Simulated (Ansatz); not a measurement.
OsO4:
```xyz
5
Lattice="-2.1422 2.1422 3.8806 2.1422 -2.1422 3.8806 2.1422 2.1422 -3.8806" Properties=species:S:1:pos:R:3 pbc="T T T"
Os     0.0000     0.0000     3.8806
O      0.9830    -0.9830     2.9091
O      0.9830     0.9830     4.8521
O     -0.9830     0.9830     2.9091
O      1.1592     1.1592     0.9715
```

Relaxed with LDA. Special points in fractions of this cell's reciprocal vectors: Γ (0.000, 0.000, 0.000); X (0.000, 0.000, 0.500); P (0.250, 0.250, 0.250); N (0.000, 0.500, 0.000); M (0.500, 0.500, -0.500); S (0.326, 0.674, -0.326); S0 (-0.326, 0.326, 0.326); R (-0.152, 0.152, 0.500); G (0.500, 0.500, -0.152).

### Question
List the band energies nearest the valence-band maximum at these points for LDA (plane waves, PAW; program Ansatz).

### Answer
In eV from the valence-band maximum; about four levels below and three above (degenerate sets whole), none deeper than 8.9 eV; points with the same levels are listed once.

```json
[
 {"k": "Γ", "below": "-0.90 -0.90 -0.60 -0.60", "above": "3.36 3.88 5.43"},
 {"k": "X", "below": "-1.11 -0.67 -0.07 0.00", "above": "3.81 4.02 5.74"},
 {"k": "P", "below": "-1.82 -0.20 -0.20 -0.07", "above": "3.88 4.02 5.76"},
 {"k": "N", "below": "-1.09 -0.72 -0.28 -0.17", "above": "3.61 3.78 5.44"},
 {"k": "M", "below": "-0.39 -0.39 -0.23 -0.23", "above": "3.11 3.16 5.66 5.66"},
 {"k": "S", "below": "-0.73 -0.57 -0.40 -0.14", "above": "3.44 3.66 5.32"},
 {"k": "R", "below": "-0.94 -0.64 -0.15 -0.11", "above": "3.80 3.81 5.58"}
]
```

Space group I-42m. The first step of the workflow began from a Materials Project structure, measured or hypothetical; the Crystallography Open Database copy checked does not list it. COD files the formula under space group No. 5, so this cell is another polymorph or a model. Its standing as an ambient phase is unchecked. The cell was relaxed with LDA under the symmetry of its start; whether a distortion lowers the energy is not shown. The run is not spin-polarised. A crystal of weakly bound molecules computed without a dispersion correction: the cell and the soft elastic constants depend strongly on that. Spin–orbit coupling is left out wherever it is not named.

Potentials: the later of the program's two PAW sets.
